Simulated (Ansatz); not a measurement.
**Re: one input, then a changed one**

The cell comes from COD entry 1534939, which wasn't checked; take it as a given geometry. The listed cell was then made from it by scaling, straining or moving an atom.

First run: DFT, r2SCAN, PAW with Ansatz's default frozen-core files, scalar-relativistic (Ansatz 0.2.0).

Command: `ansatz run input.yaml --threads 1 --pin off --max-ram 2048MiB --backend cpu --events-out ev --progress --plain --runs-dir out` The run took about 22 s on 1 thread of a shared machine.

```yaml
crystal:
  lattice:
    - [0.0, 2.0263214968, 2.0263214968]
    - [2.0263214968, 0.0, 2.0263214968]
    - [2.0263214968, 2.0263214968, 0.0]
  atoms:
    - { symbol: Re, position: [0.0, 0.0, 0.0] }
kpoints:
  mp_grid: { grid: [14, 14, 14] }
scf:
  occupations: { method: fermi_dirac, width: 0.05 }
hamiltonian:
  xc: r2scan
  pseudopotentials: { kind: paw }
output:
  forces: true
  stress: true
  efg: { contact_densities: true }
  write_density: true
  write_potential: true
  elf: true
  volumetric_format: npy
relax:
  f_tol: 0.005
  max_steps: 80
  cell: {}
```

Result: converged; relaxed volume 14.752 Å³/atom; 31 SCF iterations in all.

No spin–orbit coupling, which matters for the heavy atoms here.

The input is then changed:

```diff
@@ -10,4 +10,5 @@
 scf:
   occupations: { method: fermi_dirac, width: 0.05 }
+  n_extra_bands: 2
 hamiltonian:
   xc: r2scan
@@ -17,8 +18,4 @@
   stress: true
   efg: { contact_densities: true }
-  write_density: true
-  write_potential: true
-  elf: true
-  volumetric_format: npy
 relax:
   f_tol: 0.005
```

**Question.** What does the second run give?

**Answer.** It converged; energy at zero smearing 0.0 meV/atom from the first run; relaxed volume 14.752 Å³/atom; 30 SCF iterations in all.

The results part of its log:

```
basis re-selected at this cell: Δ(F+E_penalty+E_count) = +3.318e-4 eV, ΔP = -0.031 GPa vs the last step (what re-selecting the basis moved, of the pressure what is left beyond the Pulay correction that the steps carried, after the strain that the cell walked since its last selection, with what the two solves' SCF thresholds leave and, on support functions, any second-order correction that the steps lacked; it is no measure of the basis error at this ecutwfc). This SCF's stress stands 2.84e-2 GPa from its target on what of the cell is left free (relax.cell.stress_tol is 5.00e-2 GPa) and its largest allowed force component is 0.00e0 eV/Å (relax.f_tol is 5.00e-3 eV/Å): within both
SCF converged after 7 iterations
Free energy (F): -10880.749237 eV
Harris-Foulkes:  -10880.749237 eV  (|F-HF|=7.28e-12)
Internal energy: -10880.740509 eV  (E = F + TS)
E sigma→0 (E₀):  -10880.744873 eV
Entropy (-TS):   -0.008728 eV (-8.728 meV/atom)
Fermi energy:    24.029699 eV
--- Per-component energies (eV) ---
  E_band       = -88.099128
  E_kinetic    = 541.819326
  E_local      = -760.666290  (includes V_loc(G=0)·N_el)
  E_nonlocal   = 49.312451
  E_hartree    = 273.179428
  E_xc         = -386.971741
  E_vxc        = -340.770738  (∫ρ·V_xc dr)
  E_paw        = -8689.167588  (= ΣΔE_a)
  E_vpaw       = -141.934858  (= ΣTr[D̂ρ^β])
  E_aug_tail   = -0.000034  (compensation charges beyond the density's cutoff)
  E_vtau       = 17.782143  (kinetic-family band-sum trace: ∫τ·v_τ [+ j·A + Jᵃ·Aᵃ] dr)
  E_ewald      = -1907.775191
  E_core_change = -0.470871  (= ΣΔE_core)
  E_smearing   = -0.008728  (= −TS)
  E_closure    = 0.000000  (closes the sum)
  Σ components = -10880.749237   (vs F -10880.749237, Δ=0.00e0)
--- Forces (eV/Å), atoms counted from 1 ---
  atom   1  Re    -0.00000000     0.00000000    -0.00000000
  max |Σ_I F_I| component: 1.85e-32 eV/Å
--- Stress (GPa, compression-positive) ---
       -0.028433      -0.000000      -0.000000
       -0.000000      -0.028433      -0.000000
       -0.000000      -0.000000      -0.028433
  P = ⅓ Tr σ = -0.0284 GPa (-0.284 kbar)
--- PAW observables at the nuclei: V_zz in 10²¹ V/m², potentials from the cell's mean, atoms counted from 1 ---
  atom   1  Re V_zz =    -0.000000   η = 0.0000   by run symmetry: forbidden
            electrostatic potential = -15144.258293 V   contact ρ = 9539206.891721 e/Å³
--- Relaxed structure (5 steps of the walk, 5 accepted, 1 SCFs on fresh bases) ---
  F+E_penalty+E_count = -10880.74923720 eV   max|allowed force component| = 0.000e0 eV/Å   (the final SCF, on the basis selected at the relaxed cell)
  cell:  # Å, volume = 14.7520 Å³
    - [1.99037970034984e-34, 1.9465851467980122, 1.9465851467980122]
    - [1.9465851467980122, 2.038148813158236e-34, 1.9465851467980122]
    - [1.9465851467980122, 1.9465851467980122, -4.3788353407696495e-34]
  atoms:
    - { symbol: Re, position: [0.0, 0.0, 0.0] }
```
